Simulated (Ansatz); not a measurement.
Sn3Pd (Cu3Au type, Pm-3m), PBEsol (plane waves, PAW; program Ansatz), all energies at zero smearing, with the estimated change up to a 700 eV cutoff added, with one set of potentials and settings (totals compare only within such a set). Cell of 4 atoms (1 Pd, 3 Sn): -24756.183 eV.

```
element                reference phase  E (eV/atom)
-------  -----------------------------  -----------
Pd          Fm-3m, 1 atoms in the cell   -6906.6520
Sn       I4_1/amd, 2 atoms in the cell   -5949.7830
```

Formation energy per atom, worked out: (-24756.183 − 1×(-6906.6520) − 3×(-5949.7830))/4 = -0.045 eV/atom (-4 kJ per mol of atoms), at 0 K, without zero-point energy or fitted corrections.

The workflow started from an entry of the Crystallography Open Database (COD), which files this formula under 2 space groups. Whether it is the stable phase at ambient conditions was not checked. Symmetry was held in the PBEsol relaxation. At this level the phase is dynamically unstable (imaginary phonons). The run is not spin-polarised. The volume moved by 42 % from the start of the relaxation. The references are the lowest solids computed at this level, not always the standard phases. Scalar-relativistic: spin–orbit coupling is off unless named, which matters more the heavier the elements.

Potentials: the later of the program's two PAW sets.
